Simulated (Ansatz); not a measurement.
Geometry optimisation in Ansatz: input, command and trajectory.

```yaml
crystal:
  lattice:
    - [1.5262404172, 0.8811753157, 5.0007777135]
    - [-1.5262404172, 0.8811753157, 5.0007777135]
    - [0.0, -1.7623506314, 5.0007777135]
  atoms:
    - { symbol: Ti, position: [0.7492151396, 0.7492151396, 0.7492151396] }
    - { symbol: Ti, position: [0.2507848604, 0.2507848604, 0.2507848604] }
    - { symbol: C, position: [0.0, 0.0, 0.0] }
    - { symbol: "N", position: [0.5, 0.5, 0.5] }
basis:
  ecutwfc: 500
kpoints:
  mp_grid: { grid: [18, 18, 18] }
hamiltonian:
  xc: r2scan
scf:
  occupations: { method: gaussian, width: 0.1 }
output:
  forces: true
  stress: true
  eigenvalues: true
relax:
  adjacent_minimum: "off"
  f_tol: 0.01
  max_steps: 30
  cell: { stress_tol: 0.1, fix: [volume] }
```

```bash
ansatz run input.yaml --threads 1 --pin off --max-ram 2560MiB --backend cpu --events-out ev --progress --plain --runs-dir out
```

Theory: DFT r2SCAN, scalar-relativistic, plane waves, PAW (Ansatz 0.2.0).

The volume is held at 1.03 times that of the relaxed cell.

Of 3 frames 3 are shown, positions in Å and forces in eV/Å; the SCF threshold varies from step to step. Steps run on the plane waves of an earlier cell, with a Pulay correction in the pressure. The basis is chosen afresh for the last frame, the zero of the energies, and at times for earlier ones too; energy and pressure step there, also at an unchanged geometry.

```xyz
4
Lattice="1.5262 0.8812 5.0008 -1.5262 0.8812 5.0008 0.0000 -1.7624 5.0008" Properties=species:S:1:pos:R:3:forces:R:3 pbc="T T T" step=1 free_energy_over_end_meV_per_atom=0.03 pressure_GPa=-7.81
Ti    0.0000    0.0000   11.2400    0.0000    0.0000   -0.0554
Ti    0.0000    0.0000    3.7624    0.0000    0.0000    0.0554
C     0.0000    0.0000    0.0000    0.0000    0.0000    0.0000
N     0.0000    0.0000    7.5012    0.0000    0.0000    0.0000
4
Lattice="1.5263 0.8812 5.0002 -1.5263 0.8812 5.0002 0.0000 -1.7625 5.0002" Properties=species:S:1:pos:R:3:forces:R:3 pbc="T T T" step=2 free_energy_over_end_meV_per_atom=0.00 pressure_GPa=-7.78
Ti    0.0000    0.0000   11.2367    0.0000    0.0000    0.0036
Ti    0.0000    0.0000    3.7639    0.0000    0.0000   -0.0036
C     0.0000    0.0000    0.0000    0.0000    0.0000    0.0000
N     0.0000    0.0000    7.5003    0.0000    0.0000    0.0000
4
Lattice="1.5263 0.8812 5.0002 -1.5263 0.8812 5.0002 0.0000 -1.7625 5.0002" Properties=species:S:1:pos:R:3:forces:R:3 pbc="T T T" step=3 free_energy_over_end_meV_per_atom=0.00 pressure_GPa=-7.78
Ti    0.0000    0.0000   11.2367    0.0000    0.0000    0.0035
Ti    0.0000    0.0000    3.7639    0.0000    0.0000   -0.0035
C     0.0000    0.0000    0.0000    0.0000    0.0000    0.0000
N     0.0000    0.0000    7.5003    0.0000    0.0000    0.0000
```

Time: 2.8 min on 1 thread of Arm Neoverse V1 (shared host), peak memory 0.88 GiB.

Spin polarisation was left out, and a magnetic state may lie lower.